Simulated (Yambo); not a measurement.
Na₂CO₃ (space group P6_3/mmc, No. 194): how the kernel and the scissor change the optical response along x (Yambo; 3×3×4 mesh, 123 bands, 3 Ry local-field block, 0.2 eV broadening). Axes are Cartesian, with cell vectors (Å) (5.21, 0.00, 0.00), (-2.61, 4.51, 0.00), (0.00, 0.00, 6.07).

| level | ε(0) | highest point of Im ε up to 20 eV |
|---|---|---|
| independent particles on LDA bands | 2.76 | 7.12 eV |
| RPA with local fields on LDA bands | 2.43 | 8.38 eV |
| RPA with local fields on LDA bands shifted by a G0W0 scissor of 3.14 eV | 2.13 | 11.62 eV |
| TDDFT with the adiabatic LDA kernel on LDA bands | 2.49 | 8.25 eV |

Energies lie on a grid of 0.125 eV.

Electronic response only. Convergence of the RPA response with its 3×3×4 mesh was not tested. The scissor comes from a G0W0 run whose convergence isn't established.

Geometry of the Materials Project entry, not relaxed at this level; primitive cell a = b = 5.2106 Å, c = 6.0727 Å, α = β = 90.00°, γ = 120.00°.

The structure is a Materials Project entry; no match was found in the copy of COD used, and its stability was not checked.
